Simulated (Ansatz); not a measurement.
The following input was run with Ansatz 0.2.0.

```yaml
crystal:
  lattice:
    - [3.8745432527, 0.0, 0.0]
    - [0.0, 3.8745432527, 0.0]
    - [0.0, 0.0, 4.8065767084]
  atoms:
    - { symbol: Sn, position: [0.5, 0.0, 0.2434679921] }
    - { symbol: Sn, position: [0.0, 0.5, 0.7565320079] }
    - { symbol: O, position: [0.0, 0.0, 0.0] }
    - { symbol: O, position: [0.5, 0.5, 0.0] }
basis:
  ecutwfc: 420
kpoints:
  mp_grid: { grid: [12, 12, 10] }
hamiltonian:
  xc: pbe
  dispersion: d3bj
scf:
  occupations: { method: gaussian, width: 0.1 }
output:
  forces: true
  stress: true
  eigenvalues: true
relax:
  adjacent_minimum: "off"
  f_tol: 0.01
  max_steps: 30
  cell: { stress_tol: 0.1, fix: [volume] }
```

Launched with
```bash
ansatz run input.yaml --threads 1 --pin off --max-ram 2560MiB --backend cpu --events-out ev --progress --plain --runs-dir out
```

Theory: DFT PBE+D3(BJ), scalar-relativistic, plane waves, PAW (Ansatz).

Abridged output (iterations and final results):

```
SCF iter   1: F=—  HF=-13184.293016 eV  |F-HF|=—  |Δ(HF+E_count)|=         —  Δρ=1.34e-3  dr2=5.35e-4  ethr=1.77e-3  ⟨swp⟩=5.9  Hψ=18661  notcnv=0
SCF iter   2: F=—  HF=-13184.292585 eV  |F-HF|=—  |Δ(HF+E_count)|=   4.32e-4  Δρ=8.20e-4  dr2=3.95e-4  ethr=1.34e-6  ⟨swp⟩=2.1  Hψ=8736  notcnv=0
SCF iter   3: F=—  HF=-13184.292822 eV  |F-HF|=—  |Δ(HF+E_count)|=   2.37e-4  Δρ=4.48e-4  dr2=1.11e-4  ethr=9.88e-7  ⟨swp⟩=2.6  Hψ=7278  notcnv=0
SCF iter   4: F=—  HF=-13184.292937 eV  |F-HF|=—  |Δ(HF+E_count)|=   1.15e-4  Δρ=1.55e-4  dr2=1.22e-5  ethr=2.77e-7  ⟨swp⟩=2.0  Hψ=7335  notcnv=0
SCF iter   5: F=—  HF=-13184.292930 eV  |F-HF|=—  |Δ(HF+E_count)|=   7.12e-6  Δρ=9.34e-5  dr2=5.10e-6  ethr=3.05e-8  ⟨swp⟩=2.0  Hψ=7296  notcnv=0
SCF iter   6: F=—  HF=-13184.292931 eV  |F-HF|=—  |Δ(HF+E_count)|=   3.65e-7  Δρ=1.83e-5  dr2=3.13e-7  ethr=1.27e-8  ⟨swp⟩=2.0  Hψ=6885  notcnv=0
SCF iter   7: F=-13184.292931 eV  HF=-13184.292931 eV  |F-HF|=9.22e-9  |Δ(HF+E_count)|=   2.32e-7  Δρ=9.60e-6  dr2=6.43e-8  ethr=2.50e-10  ⟨swp⟩=6.2  Hψ=18496  notcnv=0
SCF 1 converged in 7 iterations: F = -13184.292931 eV  dr2 = 6.43e-8
relax step   1: F+E_penalty+E_count = -13184.29293084 eV  Δ(F+E_penalty+E_count) = +0.000e0 eV  max|allowed force component| = 3.721e-1 eV/Å  Δτ_max = 0.0000 Å  P = -2.525 GPa  Ω = 72.157 Å³  fix = [volume]  reactions: volume -2.525 GPa (7 SCF iters, dr2 threshold 1.00e-7 eV, accepted)
Basis set: ecut = 420 eV, 1425 PW (Γ), exchange–correlation on 54×54×72 points (8 copies of the dense FFT grid, shifted against one another)
Initial density: handed on by an earlier stage of this run
Initial wavefunctions: those handed on with the density
SCF iter   1: F=—  HF=-13184.300250 eV  |F-HF|=—  |Δ(HF+E_count)|=         —  Δρ=4.18e-3  dr2=7.86e-3  ethr=1.94e-5  ⟨swp⟩=1.2  Hψ=22915  notcnv=0
SCF iter   2: F=—  HF=-13184.298274 eV  |F-HF|=—  |Δ(HF+E_count)|=   1.98e-3  Δρ=1.77e-3  dr2=2.01e-3  ethr=1.94e-5  ⟨swp⟩=3.0  Hψ=7444  notcnv=0
SCF iter   3: F=—  HF=-13184.297856 eV  |F-HF|=—  |Δ(HF+E_count)|=   4.18e-4  Δρ=1.03e-3  dr2=6.01e-4  ethr=5.03e-6  ⟨swp⟩=2.3  Hψ=5142  notcnv=0
SCF iter   4: F=—  HF=-13184.297737 eV  |F-HF|=—  |Δ(HF+E_count)|=   1.18e-4  Δρ=1.79e-4  dr2=2.49e-5  ethr=1.50e-6  ⟨swp⟩=2.0  Hψ=5482  notcnv=0
SCF iter   5: F=—  HF=-13184.297733 eV  |F-HF|=—  |Δ(HF+E_count)|=   4.96e-6  Δρ=6.25e-5  dr2=2.79e-6  ethr=6.23e-8  ⟨swp⟩=3.0  Hψ=7401  notcnv=0
SCF iter   6: F=-13184.297736 eV  HF=-13184.297736 eV  |F-HF|=1.88e-7  |Δ(HF+E_count)|=   3.10e-6  Δρ=1.14e-5  dr2=1.14e-7  ethr=1.00e-9  ⟨swp⟩=6.7  Hψ=18923  notcnv=0
SCF 2 converged in 6 iterations: F = -13184.297736 eV  dr2 = 1.14e-7
relax step   2: F+E_penalty+E_count = -13184.29773582 eV  Δ(F+E_penalty+E_count) = -4.805e-3 eV  max|allowed force component| = 3.149e-1 eV/Å  Δτ_max = 0.0410 Å  P = -0.116 GPa  Ω = 72.157 Å³  energy of the carried Pulay correction = -1.633e-16 eV  fix = [volume]  reactions: volume -0.116 GPa (6 SCF iters, dr2 threshold 4.00e-7 eV, accepted)
Basis set: ecut = 420 eV, 1417 PW (Γ), exchange–correlation on 54×54×72 points (8 copies of the dense FFT grid, shifted against one another)
SCF iter   1: F=—  HF=-13184.304197 eV  |F-HF|=—  |Δ(HF+E_count)|=         —  Δρ=1.82e-3  dr2=1.31e-3  ethr=3.26e-6  ⟨swp⟩=2.0  Hψ=22383  notcnv=0
SCF iter   2: F=—  HF=-13184.303879 eV  |F-HF|=—  |Δ(HF+E_count)|=   3.18e-4  Δρ=8.09e-4  dr2=3.15e-4  ethr=3.26e-6  ⟨swp⟩=2.9  Hψ=7516  notcnv=0
SCF iter   3: F=—  HF=-13184.303815 eV  |F-HF|=—  |Δ(HF+E_count)|=   6.32e-5  Δρ=4.48e-4  dr2=1.05e-4  ethr=7.87e-7  ⟨swp⟩=2.1  Hψ=5311  notcnv=0
SCF iter   4: F=—  HF=-13184.303799 eV  |F-HF|=—  |Δ(HF+E_count)|=   1.64e-5  Δρ=8.72e-5  dr2=7.11e-6  ethr=2.64e-7  ⟨swp⟩=2.0  Hψ=5642  notcnv=0
SCF iter   5: F=—  HF=-13184.303800 eV  |F-HF|=—  |Δ(HF+E_count)|=   1.19e-6  Δρ=2.71e-5  dr2=4.90e-7  ethr=1.78e-8  ⟨swp⟩=2.0  Hψ=5252  notcnv=0
SCF iter   6: F=-13184.303801 eV  HF=-13184.303801 eV  |F-HF|=2.96e-8  |Δ(HF+E_count)|=   4.76e-7  Δρ=5.22e-6  dr2=2.42e-8  ethr=1.00e-9  ⟨swp⟩=6.0  Hψ=17775  notcnv=0
SCF 3 converged in 6 iterations: F = -13184.303801 eV  dr2 = 2.42e-8
relax step   3: F+E_penalty+E_count = -13184.30380081 eV  Δ(F+E_penalty+E_count) = -6.065e-3 eV  max|allowed force component| = 3.235e-4 eV/Å  Δτ_max = 0.0163 Å  P = -0.994 GPa  Ω = 72.157 Å³  energy of the carried Pulay correction = +6.533e-17 eV  fix = [volume]  reactions: volume -0.994 GPa (6 SCF iters, dr2 threshold 4.00e-7 eV, accepted)
SCF iter   1: F=—  HF=-13184.303932 eV  |F-HF|=—  |Δ(HF+E_count)|=         —  Δρ=1.70e-4  dr2=1.31e-5  ethr=3.09e-8  ⟨swp⟩=3.0  Hψ=24035  notcnv=0
SCF iter   2: F=—  HF=-13184.303918 eV  |F-HF|=—  |Δ(HF+E_count)|=   1.35e-5  Δρ=8.10e-5  dr2=3.77e-6  ethr=3.09e-8  ⟨swp⟩=2.2  Hψ=5394  notcnv=0
SCF iter   3: F=—  HF=-13184.303919 eV  |F-HF|=—  |Δ(HF+E_count)|=   5.72e-7  Δρ=4.99e-5  dr2=1.52e-6  ethr=9.42e-9  ⟨swp⟩=2.1  Hψ=5355  notcnv=0
SCF iter   4: F=—  HF=-13184.303919 eV  |F-HF|=—  |Δ(HF+E_count)|=   5.29e-8  Δρ=1.05e-5  dr2=6.94e-8  ethr=3.81e-9  ⟨swp⟩=2.0  Hψ=5421  notcnv=0
SCF iter   5: F=-13184.303919 eV  HF=-13184.303919 eV  |F-HF|=2.99e-9  |Δ(HF+E_count)|=   4.93e-8  Δρ=2.55e-6  dr2=4.77e-9  ethr=1.54e-10  ⟨swp⟩=5.2  Hψ=14043  notcnv=0
SCF 4 converged in 5 iterations: F = -13184.303919 eV  dr2 = 4.77e-9
relax step   4: F+E_penalty+E_count = -13184.30391873 eV  Δ(F+E_penalty+E_count) = -1.179e-4 eV  max|allowed force component| = 3.384e-3 eV/Å  Δτ_max = 0.0005 Å  P = -0.927 GPa  Ω = 72.157 Å³  energy of the carried Pulay correction = -9.800e-17 eV  fix = [volume]  reactions: volume -0.927 GPa (5 SCF iters, dr2 threshold 6.14e-8 eV, accepted)
Initial wavefunctions: pseudopotential atomic-orbital guess (no wavefunctions were taken with the density)
SCF iter   1: F=—  HF=-13184.303973 eV  |F-HF|=—  |Δ(HF+E_count)|=         —  Δρ=8.27e-5  dr2=4.27e-7  ethr=2.03e-7  ⟨swp⟩=2.8  Hψ=28637  notcnv=0
SCF iter   2: F=—  HF=-13184.303981 eV  |F-HF|=—  |Δ(HF+E_count)|=   8.21e-6  Δρ=4.25e-5  dr2=1.22e-7  ethr=1.07e-9  ⟨swp⟩=2.6  Hψ=6921  notcnv=0
SCF iter   3: F=—  HF=-13184.303988 eV  |F-HF|=—  |Δ(HF+E_count)|=   6.90e-6  Δρ=1.23e-5  dr2=9.39e-8  ethr=3.04e-10  ⟨swp⟩=2.0  Hψ=5714  notcnv=0
SCF iter   4: F=—  HF=-13184.303988 eV  |F-HF|=—  |Δ(HF+E_count)|=   1.17e-8  Δρ=2.42e-6  dr2=3.22e-9  ethr=2.35e-10  ⟨swp⟩=2.0  Hψ=5111  notcnv=0
SCF iter   5: F=—  HF=-13184.303988 eV  |F-HF|=—  |Δ(HF+E_count)|=  7.11e-10  Δρ=7.41e-7  dr2=4.03e-10  ethr=8.05e-12  ⟨swp⟩=2.0  Hψ=5679  notcnv=0
SCF iter   6: F=-13184.303988 eV  HF=-13184.303988 eV  |F-HF|=2.55e-11  |Δ(HF+E_count)|=  7.09e-11  Δρ=2.35e-7  dr2=4.57e-11  ethr=1.00e-12  ⟨swp⟩=5.1  Hψ=13885  notcnv=0
SCF 5 converged in 6 iterations: F = -13184.303988 eV  dr2 = 4.57e-11
SCF converged after 6 iterations
Free energy (F): -13184.303988 eV
Harris-Foulkes:  -13184.303988 eV  (|F-HF|=2.55e-11)
Internal energy: -13184.303832 eV  (E = F + TS)
E sigma→0 (E₀):  -13184.303910 eV
Entropy (-TS):   -0.000156 eV (-0.039 meV/atom)
Fermi energy:    9.582187 eV
--- Per-component energies (eV) ---
  E_band       = -198.558826
  E_kinetic    = 722.643678
  E_local      = -2707.819170  (includes V_loc(G=0)·N_el)
  E_nonlocal   = 31.922013
  E_hartree    = 1458.089984
  E_xc         = -912.676644
  E_vxc        = -380.197457  (∫ρ·V_xc dr)
  E_paw        = -8588.525309  (= ΣΔE_a)
  E_vpaw       = -781.292511  (= ΣTr[D̂ρ^β])
  E_aug_tail   = 0.004798  (compensation charges beyond the density's cutoff)
  E_ewald      = -3187.031376
  E_disp       = -0.911806  (pairwise vdW)
  E_smearing   = -0.000156  (= −TS)
--- Forces (eV/Å), atoms counted from 1 ---
  atom   1  Sn     0.00000000     0.00000000    -0.00338079
  atom   2  Sn     0.00000000     0.00000000     0.00338079
  atom   3  O      0.00000000     0.00000000     0.00000000
  atom   4  O      0.00000000     0.00000000     0.00000000
--- Stress (GPa, compression-positive) ---
       -0.953318       0.000000       0.000000
        0.000000      -0.953318       0.000000
        0.000000       0.000000      -0.842670
  P = ⅓ Tr σ = -0.9164 GPa (-9.164 kbar)
--- Band table (eV; the first three rows and the last of 168) ---
  k-point 0: bands = ["-12.3958", "-12.0124", "-12.0109", "-12.0109", "-11.9810", "-11.9631", "-11.9295", "-11.9158", "-11.8973", "-11.8973", "-10.3913", "-7.9473", "2.0989", "2.9106", "3.4943", "3.4943", "6.2053", "6.4854", "6.4854", "9.4582", "11.5474", "13.9389", "14.1111", "14.1111"]
  k-point 1: bands = ["-12.3943", "-12.0138", "-12.0088", "-12.0088", "-11.9799", "-11.9619", "-11.9306", "-11.9168", "-11.8997", "-11.8997", "-10.3880", "-7.9474", "1.7444", "3.3618", "3.5049", "3.5049", "6.1985", "6.4836", "6.4836", "9.3791", "11.4297", "13.7740", "13.7740", "13.9654"]
  k-point 2: bands = ["-12.3905", "-12.0177", "-12.0027", "-12.0027", "-11.9769", "-11.9584", "-11.9337", "-11.9200", "-11.9063", "-11.9063", "-10.3795", "-7.9476", "1.2618", "3.5328", "3.5328", "4.1307", "6.1810", "6.4794", "6.4794", "9.0976", "11.2318", "13.2547", "13.2547", "13.8627"]
  k-point 167: bands = ["-12.3020", "-12.3020", "-11.9871", "-11.9871", "-11.9586", "-11.9586", "-11.9285", "-11.9285", "-11.8974", "-11.8974", "-8.7853", "-8.7853", "0.8063", "0.8063", "4.1658", "4.1658", "6.8561", "6.8561", "7.1293", "7.1293", "11.8897", "11.8897", "13.5168", "13.5168"]
--- Relaxed structure (4 steps of the walk, 4 accepted, 1 SCFs on fresh bases) ---
  F+E_penalty+E_count = -13184.30398816 eV   max|allowed force component| = 3.381e-3 eV/Å   (the final SCF, on the basis selected at the relaxed cell)
  cell:  # Å, volume = 72.1567 Å³
    - [3.85315952, 0.0, 0.0]
    - [0.0, 3.85315952, 0.0]
    - [0.0, 0.0, 4.86007449]
  atoms:
    - { symbol: Sn, position: [0.5, 0.0, 0.23823160] }
    - { symbol: Sn, position: [0.0, 0.5, 0.76176839] }
    - { symbol: O, position: [0.0, 0.0, 0.0] }
    - { symbol: O, position: [0.5, 0.5, 0.0] }
```

The relaxation met its thresholds.

Time: 59 s on 1 thread of Intel(R) Xeon(R) Platinum 8488C (Sapphire Rapids), on a shared host, peak memory 0.59 GiB.